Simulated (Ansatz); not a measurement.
ZnCu, DFT, PBEsol, all-electron LAPW, scalar-relativistic (Ansatz 0.2.0), run on 1 thread of Arm Neoverse V1 on a shared host.

The cell comes from COD entry 9008814, which wasn't checked; take it as a given geometry. The listed cell was then made from it by scaling, straining or moving an atom.

Command: `ansatz run input.yaml --threads 1 --pin off --max-ram 3072MiB --backend cpu --events-out ev --progress --plain --runs-dir out`

```yaml
crystal:
  lattice:
    - [3.0039, 0.0, 0.0]
    - [0.0, 3.0039, 0.0]
    - [0.0, 0.0, 2.945]
  atoms:
    - { symbol: Zn, position: [0.5, 0.5, 0.5] }
    - { symbol: Cu, position: [0.0, 0.0, 0.0] }
kpoints:
  mp_grid: { grid: [14, 14, 14] }
  band_path:
    path:
      - [0.0, 0.0, 0.0]
      - [0.0, 0.5, 0.0]
      - [0.5, 0.5, 0.0]
      - [0.0, 0.0, 0.0]
      - [0.0, 0.0, 0.5]
      - [0.0, 0.5, 0.5]
      - [0.5, 0.5, 0.5]
      - [0.0, 0.0, 0.5]
      - [0.0, 0.5, 0.0]
    npoints: 5
scf:
  occupations: { method: fermi_dirac, width: 0.05 }
hamiltonian:
  xc: pbesol
  pseudopotentials: { kind: all_electron, lapw: { basis_error: 0.0005 } }
output:
  forces: true
  stress: true
  eigenvalues: true
```

(1) How large is the problem that the program sets up?

(2) About how long does it take, and how much memory does it use?

Results:

(1) 288 irreducible k-points, 333 plane waves at Γ, 24 bands.

(2) 95 s of wall time for 10 SCF iterations, with a peak of 0.96 GiB. Times on shared machines scatter by tens of per cent.
